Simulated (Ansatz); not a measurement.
SiGe3, first-principles data

SiGe$_{3}$:
```yaml
crystal:
  lattice:
    - [3.96664, 0.00000, 0.00000]
    - [0.00000, 3.96664, 0.00000]
    - [0.00000, 0.00000, 5.59428]
  atoms:
    - { symbol: Si, position: [0.00000, 0.00000, 0.00000] }
    - { symbol: Ge, position: [0.50000, 0.00000, 0.24409] }
    - { symbol: Ge, position: [0.50000, 0.50000, 0.50000] }
    - { symbol: Ge, position: [0.00000, 0.50000, 0.75591] }
```

Space group P-4m2 (No. 115); conventional cell a = 3.967 Å, b = 3.967 Å, c = 5.594 Å, α = 90.00°, β = 90.00°, γ = 90.00°.

Method: DFT-PBEsol in the program Ansatz with PAW potentials. Structure relaxed to zero pressure with the same functional. Other levels are named where they apply.

**Cell and energy**

```json
{
  "volume_per_atom": "22.01 Å³",
  "density": "4.64 g/cm³",
  "Formation energy from the elements (no fitted shifts)": "0.013 eV/atom"
}
```

**Electronic structure**

```json
{
  "band_gap": "0.22 eV (indirect)",
  "valence_band_maximum": "at Γ",
  "conduction_band_minimum": "at R (2 equivalent valleys)",
  "smallest_direct_gap_on_the_standard_path": "0.54 eV",
  "electron_effective_mass": "0.069, 0.099, 0.20 mₑ (principal values)",
  "Electron effective mass with spin–orbit coupling": "0.069, 0.099, 0.20 mₑ (principal values)",
  "Hole effective mass, band 1 of 2 at the edge": "1.8 along x, 0.23 along z (mₑ)",
  "Hole effective mass, band 2 of 2 at the edge": "0.033 along x, 0.23 along z (mₑ)",
  "Hole effective mass with spin–orbit coupling": "0.060, 0.060, 0.21 mₑ (principal values)",
  "HSE06 gap on the PBEsol cell": "0.94 eV",
  "Gap with spin–orbit coupling": "0.14 eV"
}
```

**Mechanics**

```json
{
 "Bulk modulus (Birch–Murnaghan fit)": "74.0 GPa",
 "Pressure derivative B′": "4.8",
 "Elastic constants (relaxed ions, GPa)": "C11 = 154, C12 = 22.4, C13 = 48.6, C33 = 126, C44 = 64.8, C66 = 39.7",
 "mechanical_stability": "stable (all eigenvalues of C positive)",
 "hill_bulk_and_shear_moduli": "74.7 and 53.2 GPa",
 "Young's modulus": "129 GPa",
 "Poisson's ratio": "0.21",
 "debye_temperature_from_the_elastic_constants": "398 K"
}
```

**Dielectric response**

```json
{
  "Electronic dielectric constant ε∞ (DFPT)": "17.7 (xx = yy), 17.6 (zz)",
  "Born charges (a third of the trace)": "Si -0.01, Ge -0.08 to +0.17 e"
}
```

**Phonons**

```json
{
 "Highest zone-centre frequency (without LO–TO term)": "392 cm⁻¹",
 "zone_centre_stability": "no imaginary mode at Γ"
}
```

The start of the workflow was typed in or built on a structure type; neither database checked (COD, Materials Project) lists it. Its standing as an ambient phase is unchecked. The cell was relaxed with PBEsol under the symmetry of its start. The references are the lowest solids computed at this level, not always the standard phases. Spin–orbit coupling is left out wherever it is not named.

Potentials: the later of the program's two PAW sets.
